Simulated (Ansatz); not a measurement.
The start is a generated trial cell of P2W in the AFLOW prototype A2B_mP12_14_2e_e (C43, as in ZrO2). The cell and all atomic positions are relaxed at zero pressure with PBE (plane waves to 420 eV, PAW, scalar-relativistic; Ansatz, a first-principles code). First-step values are on the input's coarse k-mesh.

Ansatz input (later rounds restart from its end on a renewed k-mesh):
Ansatz 0.2 input:
```yaml
crystal:
  lattice:
    - [5.5564998, 0, 0]
    - [0, 5.6224161, 0]
    - [-0.920115, 0, 5.662175]
  atoms:
    - { symbol: W, position: [0.2754, 0.0395, 0.2083] }
    - { symbol: W, position: [0.7246, 0.5395, 0.2917] }
    - { symbol: W, position: [0.7246, 0.9605, 0.7917] }
    - { symbol: W, position: [0.2754, 0.4605, 0.7083] }
    - { symbol: P, position: [0.07, 0.3317, 0.3447] }
    - { symbol: P, position: [0.93, 0.8317, 0.1553] }
    - { symbol: P, position: [0.93, 0.6683, 0.6553] }
    - { symbol: P, position: [0.07, 0.1683, 0.8447] }
    - { symbol: P, position: [0.4496, 0.7569, 0.4792] }
    - { symbol: P, position: [0.5504, 0.2569, 0.0208] }
    - { symbol: P, position: [0.5504, 0.2431, 0.5208] }
    - { symbol: P, position: [0.4496, 0.7431, 0.9792] }
basis: { ecutwfc: 420, ecutrho_ratio: 4, xc_grid: 2, fft_grid_basis: typed }
kpoints: { mp_grid: { grid: [4, 4, 4] } }
hamiltonian:
  xc: pbe
  dispersion: none
  pseudopotentials: { kind: paw }
scf: { occupations: { method: fermi_dirac, width: 0.05 } }
relax: { f_tol: 0.01, max_steps: 100, cell: { stress_tol: 0.02 } }
output: { forces: true, stress: true }
```

- Initial pressure = +44 GPa (positive: the cell is compressed)
- Largest initial force = about 2.9 eV/Å, on W1, W2, W3, W4 (atoms numbered as listed)
- Outcome = The space group stays P2₁/c (No. 14) (the run could not lower it), with 12 atoms in the primitive cell
- Volume change = +9.9 %, from 14.74 to 16.20 Å³/atom
- Shortest distances (start → end) = The closest pairs of elements (up to four, under 3.6 Å), start → end: P–W 2.21 → 2.38 Å; P–P 2.74 → 2.27 Å; W–W 3.60 → 3.25 Å
- Band gap at the end = zero (metallic)
- Optimiser moves = 27

The end point of the relaxation:

```cif
data_P8W4
_chemical_formula_sum 'W4 P8'
_space_group_name_H-M_alt 'P21/c'
_space_group_IT_number 14
_space_group_name_Hall '-P 2ybc'
_cell_length_a 5.72699
_cell_length_b 5.63766
_cell_length_c 6.25176
_cell_angle_alpha 90.000
_cell_angle_beta 105.660
_cell_angle_gamma 90.000
loop_
_atom_site_label
_atom_site_type_symbol
_atom_site_symmetry_multiplicity
_atom_site_Wyckoff_symbol
_atom_site_fract_x
_atom_site_fract_y
_atom_site_fract_z
_atom_site_occupancy
W1 W 4 e 0.67855 0.43332 0.24219 1
P1 P 4 e 0.09300 0.59591 0.33857 1
P2 P 4 e 0.37761 0.30672 0.44274 1
```

Final values are on a 7×7×6 k-mesh of the relaxed cell. No spin polarisation in the result.

The run could not lose the symmetry of its start, so the end can be a saddle point.

The relaxed structure here is a generated cell of P2W: the first start was made by placing the elements on the sites of a structure type, and the end was not matched to a known phase here, so it may be hypothetical.
